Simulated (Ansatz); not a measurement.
**TiPd: zone-centre modes under pressure**

TiPd, Pm-3m, a = 3.105 Å. The structure is a COD entry; whether it is the stable form wasn't checked. Ansatz: LDA, PAW, 420 eV, Γ-centred 14×14×14 mesh on 2 atoms, Fermi-Dirac smearing 0.15 eV; no spin polarisation. Cell and atoms are relaxed at each pressure with the symmetry kept; optical modes at Γ by linear response, in cm⁻¹, the highest.

| P (GPa) | V (Å³/atom) | ω1 |
| --- | --- | --- |
| 0 | 14.961 | 172.9 |
| 8 | 14.371 | 193.8 |
| 25 | 13.425 | ? |

Q: Get the mode's Grüneisen parameter γ = −d ln ω/d ln V from the other rows and predict the missing frequency.

A: ln(V/V0) = 0.0000, -0.0402, -0.1083; a line through ln(ω/ω0) of the 2 known rows gives ω1: γ = 2.839, predicted 235.1, computed 228.7. The miss is 2.8 %: γ isn't constant over this range. In a metal these frequencies hang on the mesh and smearing.